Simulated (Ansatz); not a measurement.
ZnSnO3 in space group R-3 (No. 148; Zn on 6c, Sn on 6c, O on 18f), plane-wave PAW PBEsol (Ansatz code). The conduction-band minimum lies at Γ, with 1 equivalent valley. Second derivatives d²E/dk² of the lowest band at one valley (eV·Å²), along Cartesian directions:

```
direction  d²E/dk²
---------  -------
[100]        40.25
[010]        40.25
[001]        40.76
[110]        40.25
[101]        40.51
[011]        40.51
```

### Question
Find the principal effective masses, the density-of-states mass and the conductivity mass.

### Answer
Off-diagonal terms follow from H_xy = H[110] − (H_xx + H_yy)/2, and m*/mₑ = 7.620 eV·Å² over each eigenvalue: 0.19, 0.19, 0.19. One valley's DOS mass (m₁m₂m₃)^(1/3) = 0.19, conductivity mass 3/(Σ 1/mᵢ) = 0.19 mₑ.

### Question
What effective density of states Nc follows at 300 K for parabolic valleys?

### Answer
Nc = 2.509e19 × 1 × (0.19)^(3/2) ≈ 2.1e18 cm⁻³.

### Question
With the computed static dielectric constant 14.9 (mean of the diagonal), estimate a hydrogenic donor's binding energy and radius.

### Answer
E = 13.606 eV × 0.19/14.9² ≈ 12 meV; a = 0.529 Å × ε/m* ≈ 41 Å. Semilocal masses tend to be too small when the gap is underestimated.

The workflow started from a Materials Project entry (that database holds measured and hypothetical structures alike); the Crystallography Open Database copy checked does not list it. Whether it is the stable phase at ambient conditions was not checked. Symmetry was held in the PBEsol relaxation; its stability against distortions is not shown here. Scalar-relativistic: spin–orbit coupling is off unless named, which matters more the heavier the elements.

Potentials: the later of the program's two PAW sets.
